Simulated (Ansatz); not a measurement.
SnTe2:
```
CELL_PARAMETERS angstrom
      2.04996     1.18355     6.09158
     -2.04996     1.18355     6.09158
      0.00000    -2.36709     6.09158
ATOMIC_POSITIONS crystal
  Sn 0.00000 0.00000 0.00000
  Te 0.23461 0.23461 0.23461
  Te 0.76539 0.76539 0.76539
```

Relaxed with LDA.

Decompose the optical modes at the zone centre into irreducible representations, and say which are infrared and Raman allowed.

Point group -3m: Γ_opt = A1g + A2u + Eg + Eu. Infrared: A2u, Eu. Raman: A1g, Eg.

Assign frequencies (DFPT, DFT-LDA in the program Ansatz with PAW potentials).

Eg 71, A1g 103, Eu 109, A2u 164 cm⁻¹.

Space group R-3m. A made-up cell: these elements were put on the sites of a structure type; neither database checked (COD, Materials Project) lists it. Whether it is the stable phase at ambient conditions was not checked. Symmetry was held in the LDA relaxation; of distortions, only those at the zone centre were tested. A crystal of weakly bound layers computed without a dispersion correction: the cell and the soft elastic constants depend strongly on that. As this level gives no gap, phonon frequencies hold no LO–TO term and depend on the k-mesh and smearing (Fermi–Dirac, 0.1 eV here). Spin–orbit coupling is left out wherever it is not named.

Potentials: the later of the program's two PAW sets.
